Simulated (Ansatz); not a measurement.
Input file for Ansatz (a first-principles code):

Ansatz 0.2 input:
```yaml
crystal:
  lattice:
    - [0.0, 1.7768244014, 1.7768244014]
    - [1.7768244014, 0.0, 1.7768244014]
    - [1.7768244014, 1.7768244014, 0.0]
  atoms:
    - { symbol: C, position: [0.5, 0.5, 0.5] }
    - { symbol: C, position: [0.75, 0.75, 0.75] }
kpoints:
  mp_grid: { grid: [11, 11, 11] }
basis: { xc_grid: 2 }
hamiltonian:
  xc: pbesol
  pseudopotentials: { azcp: { folder: ./paw }, kind: paw }
scf:
  occupations: { method: fixed }
output:
  optics: { e_range: [0.0, 15.0], de: 0.05, sigma: 0.1, bands: { spectra_wanted_up_to: 12 eV } }
```

Output (shortened):

```
output.optics: the spectra are integrated over the Brillouin zone by k·p interpolation around the k-points, where levels, occupations, output.optics.sigma and …
Pseudopotential: C, paw, valence charge 4
Functional definition: PBEsol
Crystal: 2 atoms, lattice volume = 11.219 Å³
Basis set: ecut = 420 eV, 229 PW (Γ), exchange–correlation on 36×36×36 points (8 copies of the dense FFT grid, shifted against one another)
Bands: 8, of which v1, the nominal top of the filled ones, is band 4 counted from 1 (3 counted from 0)
Symmetry: 48 space group operations
Space group: Fd-3m (ITA 227), of the structure as read, at distance tolerance 2.2e-5 Å
k-points: 56 of 1331
SCF iter   1: F=—  HF=-493.919708 eV  |F-HF|=—  |Δ(HF+E_count)|=         —  Δρ=1.39e-1  dr2=1.50e0  ethr=3.10e-3  ⟨swp⟩=3.9  Hψ=2579  notcnv=0  defer=88
preconditioner: auto → none
SCF iter   2: F=—  HF=-493.397146 eV  |F-HF|=—  |Δ(HF+E_count)|=   5.23e-1  Δρ=5.44e-2  dr2=2.02e-1  ethr=3.10e-3  ⟨swp⟩=2.8  Hψ=1218  notcnv=0  defer=87
SCF iter   3: F=—  HF=-493.337275 eV  |F-HF|=—  |Δ(HF+E_count)|=   5.99e-2  Δρ=5.50e-3  dr2=1.04e-3  ethr=2.53e-3  ⟨swp⟩=3.0  Hψ=795  notcnv=0  defer=99
SCF iter   4: F=—  HF=-493.337505 eV  |F-HF|=—  |Δ(HF+E_count)|=   2.30e-4  Δρ=1.74e-4  dr2=1.26e-6  ethr=1.31e-5  ⟨swp⟩=2.2  Hψ=592  notcnv=0  defer=109
SCF iter   5: F=—  HF=-493.337507 eV  |F-HF|=—  |Δ(HF+E_count)|=   2.77e-6  Δρ=4.76e-5  dr2=5.85e-8  ethr=1.57e-8  ⟨swp⟩=2.1  Hψ=672  notcnv=0  defer=24
SCF iter   6: F=—  HF=-493.337507 eV  |F-HF|=—  |Δ(HF+E_count)|=   1.25e-8  Δρ=1.39e-5  dr2=5.83e-9  ethr=7.31e-10  ⟨swp⟩=2.1  Hψ=650  notcnv=0  defer=24
SCF iter   7: F=—  HF=-493.337507 eV  |F-HF|=—  |Δ(HF+E_count)|=   1.44e-9  Δρ=4.18e-6  dr2=5.34e-10  ethr=7.28e-11  ⟨swp⟩=1.0  Hψ=448  notcnv=0  defer=24
SCF iter   8: F=-493.337507 eV  HF=-493.337507 eV  |F-HF|=1.36e-12  |Δ(HF+E_count)|=  1.38e-10  Δρ=3.81e-7  dr2=4.78e-12  ethr=1.00e-12  ⟨swp⟩=3.9  Hψ=2099  notcnv=0
SCF 1 converged in 8 iterations: F = -493.337507 eV  dr2 = 4.78e-12
NSCF: frozen V_eff on 56 k-points
Optics k sum: 0 of 56 k-points
Optics k sum: 3 of 56 k-points
Optics k sum: 6 of 56 k-points
Optics k sum: 9 of 56 k-points
Optics k sum: 12 of 56 k-points
Optics k sum: 14 of 56 k-points
Optics k sum: 17 of 56 k-points
Optics k sum: 20 of 56 k-points
Optics k sum: 23 of 56 k-points
Optics k sum: 26 of 56 k-points
Optics k sum: 28 of 56 k-points
Optics k sum: 31 of 56 k-points
Optics k sum: 34 of 56 k-points
Optics k sum: 37 of 56 k-points
Optics k sum: 40 of 56 k-points
Optics k sum: 42 of 56 k-points
Optics k sum: 45 of 56 k-points
Optics k sum: 48 of 56 k-points
Optics k sum: 51 of 56 k-points
Optics k sum: 54 of 56 k-points
Optics k sum: 56 of 56 k-points
Optics k sum: 0 of 56 k-points
Optics k sum: 3 of 56 k-points
Optics k sum: 6 of 56 k-points
Optics k sum: 9 of 56 k-points
Optics k sum: 12 of 56 k-points
Optics k sum: 14 of 56 k-points
Optics k sum: 17 of 56 k-points
Optics k sum: 20 of 56 k-points
Optics k sum: 23 of 56 k-points
Optics k sum: 26 of 56 k-points
Optics k sum: 28 of 56 k-points
Optics k sum: 31 of 56 k-points
Optics k sum: 34 of 56 k-points
Optics k sum: 37 of 56 k-points
Optics k sum: 40 of 56 k-points
Optics k sum: 42 of 56 k-points
Optics k sum: 45 of 56 k-points
Optics k sum: 48 of 56 k-points
Optics k sum: 51 of 56 k-points
Optics k sum: 54 of 56 k-points
Optics k sum: 56 of 56 k-points
NSCF: frozen V_eff on 1 k-points
NSCF: frozen V_eff on 1 k-points
NSCF: frozen V_eff on 1 k-points
NSCF: frozen V_eff on 1 k-points
output.optics: what the bands over the 9 summed would add to eps1, eps2 and the energy-loss function is held between a lower and an upper bound (6 Lanczos …
SCF converged after 8 iterations
Free energy (F): -493.337507 eV
Harris-Foulkes:  -493.337507 eV  (|F-HF|=1.36e-12)
Internal energy: -493.337507 eV  (E = F + TS)
E sigma→0 (E₀):  -493.337507 eV
Fermi energy:    13.520780 eV
--- Per-component energies (eV) ---
  E_band       = 35.564937
  E_kinetic    = 179.953781
  E_local      = -108.832305  (includes V_loc(G=0)·N_el)
  E_nonlocal   = 45.993327
  E_hartree    = 25.851105
  E_xc         = -94.947102
  E_vxc        = -117.632604  (∫ρ·V_xc dr)
  E_paw        = -192.155345  (= ΣΔE_a)
  E_vpaw       = -15.619505  (= ΣTr[D̂ρ^β])
  E_aug_tail   = 0.000041  (compensation charges beyond the density's cutoff)
  E_ewald      = -349.243210
  E_core_change = 0.042201  (= ΣΔE_core)
  E_smearing   =  0.000000  (= −TS)
  E_closure    = 0.000000  (closes the sum)
  Σ components = -493.337507   (vs F -493.337507, Δ=0.00e0)
  [band-id]    e_kinetic+e_local+e_nonlocal+2·e_hartree+e_vxc+e_vpaw+e_augmentation_tail = 35.564944   (vs E_band 35.564937, Δ=7.08e-6)
--- Band table (eV; the first three rows and the last of 56) ---
  k-point 0: bands = ["-8.1587", "13.5208", "13.5208", "13.5208", "19.0903", "19.0903", "19.0903", "27.0586"]
  k-point 1: bands = ["-7.9274", "12.0732", "13.1351", "13.1351", "19.5938", "19.5938", "19.9264", "27.2349"]
  k-point 2: bands = ["-7.2369", "9.1994", "12.3381", "12.3381", "20.6262", "20.6262", "21.1077", "27.7300"]
  k-point 55: bands = ["0.8065", "1.9743", "4.4107", "6.0383", "22.5683", "24.7340", "26.2266", "26.5845"]
```

Cost: roughly 9 core-seconds on shared cores.

Symmetry was held in the PBEsol relaxation.

Potentials: the earlier of the program's two PAW sets. The files were generated under PBE; for other functionals the program regenerates the frozen cores, and for LDA and PBEsol the local potential too.

Ansatz is a plane-wave DFT program.
